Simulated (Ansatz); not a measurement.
CuSe2Br in space group P2_1/c (No. 14; Cu on 4e, Se on 4e, Se on 4e, Br on 4e), PBE in the plane-wave PAW code Ansatz, all energies at zero smearing, with the estimated change up to a 700 eV cutoff added, with one set of potentials and settings (totals compare only within such a set). Cell of 16 atoms (4 Cu, 8 Se, 4 Br): -81389.544 eV.

| element | reference phase | E (eV/atom) |
|---|---|---|
| Cu | Fm-3m, 1 atoms in the cell | -6625.1757 |
| Se | P3_121, 3 atoms in the cell | -5469.0798 |
| Br | Cmce, 4 atoms in the cell | -2783.1821 |

Formation energy per atom, worked out: (-81389.544 − 4×(-6625.1757) − 8×(-5469.0798) − 4×(-2783.1821))/16 = -0.217 eV/atom (-21 kJ per mol of atoms), at 0 K, without zero-point energy or fitted corrections.

The first step of the workflow began from a Materials Project structure, measured or hypothetical; the Crystallography Open Database copy checked does not list it. Its standing as an ambient phase is unchecked. Symmetry was held in the PBE relaxation; its stability against distortions is not shown here. The run is not spin-polarised. A crystal of weakly bound layers computed without a dispersion correction: the cell and the soft elastic constants depend strongly on that. The references are the lowest solids computed at this level, not always the standard phases.

Potentials: the later of the program's two PAW sets.
